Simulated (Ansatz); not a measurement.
**Structures of Ge$_{3}$Se$_{2}$: which is lowest?**

Plane-wave DFT in Ansatz with scalar-relativistic PAW potentials, cutoff 420 eV, Γ-centred meshes chosen by cell and gap, Gaussian smearing with energies taken to zero width. Every cell was relaxed (cell and atoms) in a run of its own, within the symmetry of its start. Functional: PBE.

Relaxed structures (starts from databases or built by putting these elements on another compound's sites):
A. R-3c, 10 atoms in the computed cell, a = 7.542 Å, c = 17.993 Å; sites (symmetry × multiplicity) Ge .2 × 18, Se 3. × 12; start: built
B. R-3m, 5 atoms in the computed cell, a = 3.878 Å, c = 24.800 Å; sites (symmetry × multiplicity) Ge -3m × 3 + 3m × 6, Se 3m × 6; start: built

Question: Rank them by energy. Could pressure change the order?

Answer:
| structure | group | E − E(lowest) (meV/atom) | V (Å³/atom) | gap on mesh (eV) |
| --- | --- | --- | --- | --- |
| B | R-3m | 0.0 | 21.54 | 0.00 |
| A | R-3c | 214 | 29.55 | 0.00 |

B is lowest, 214 meV/atom under A. The lowest is also the densest of these, so pressure wouldn't bring one of the others in at first order. Other structures may lie lower than all of these, and vibrations aren't counted.